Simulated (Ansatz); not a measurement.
Relaxing a structure of BN

The start is a generated cell, BN built in the 6H structure type. The structure is fully relaxed (lattice and positions, P = 0) with PBEsol (plane waves to 420 eV, PAW, scalar-relativistic; Ansatz, a first-principles code). The first steps use a coarse 8×8×2 k-mesh.

Starting cell:
```yaml
crystal:
  lattice:
    - [2.63725, 0.00000, 0.00000]
    - [-1.31863, 2.28393, 0.00000]
    - [0.00000, 0.00000, 12.94088]
  atoms:
    - { symbol: B, position: [0.00000, 0.00000, 0.00000] }
    - { symbol: B, position: [0.00000, 0.00000, 0.50000] }
    - { symbol: B, position: [0.66667, 0.33333, 0.83325] }
    - { symbol: B, position: [0.33333, 0.66667, 0.33325] }
    - { symbol: B, position: [0.66667, 0.33333, 0.16650] }
    - { symbol: B, position: [0.33333, 0.66667, 0.66650] }
    - { symbol: N, position: [0.00000, 0.00000, 0.87460] }
    - { symbol: N, position: [0.00000, 0.00000, 0.37460] }
    - { symbol: N, position: [0.66667, 0.33333, 0.70785] }
    - { symbol: N, position: [0.33333, 0.66667, 0.20785] }
    - { symbol: N, position: [0.66667, 0.33333, 0.04150] }
    - { symbol: N, position: [0.33333, 0.66667, 0.54150] }
```

**Question.** How large is the pressure on the unrelaxed cell, and of which sign?

**Answer.** -32.6 GPa (negative: the cell is under tension).

**Question.** How does the volume change?

**Answer.** -9.7 %, from 6.50 to 5.86 Å³/atom.

**Question.** Write out the relaxed structure.

**Answer.** 
```cif
data_B6N6
_chemical_formula_sum 'B6 N6'
_space_group_name_H-M_alt 'P63mc'
_space_group_IT_number 186
_space_group_name_Hall 'P 6c -2c'
_cell_length_a 2.54662
_cell_length_b 2.54662
_cell_length_c 12.52948
_cell_angle_alpha 90.000
_cell_angle_beta 90.000
_cell_angle_gamma 120.000
loop_
_atom_site_label
_atom_site_type_symbol
_atom_site_symmetry_multiplicity
_atom_site_Wyckoff_symbol
_atom_site_fract_x
_atom_site_fract_y
_atom_site_fract_z
_atom_site_occupancy
B1 B 2 a 0.00000 0.00000 0.00006 1
B2 B 2 b 0.33333 0.66667 0.33267 1
B3 B 2 b 0.66667 0.33333 0.16656 1
N1 N 2 a 0.00000 0.00000 0.37441 1
N2 N 2 b 0.33333 0.66667 0.20808 1
N3 N 2 b 0.66667 0.33333 0.04192 1
```

The space group stays P6₃mc (No. 186) (the run could not lower it); the end is AFLOW prototype AB_hP12_186_a2b_a2b (B6, as in SiC), with 12 atoms in the primitive cell. Final values are on a 12×12×3 k-mesh of the relaxed cell. No spin polarisation in the result.

The run could not lose the symmetry of its start.

The first start was generated by placing the elements on the sites of a structure type. A measured structure of BN has the same space group, P6₃mc (No. 186); the sites were not compared with it.
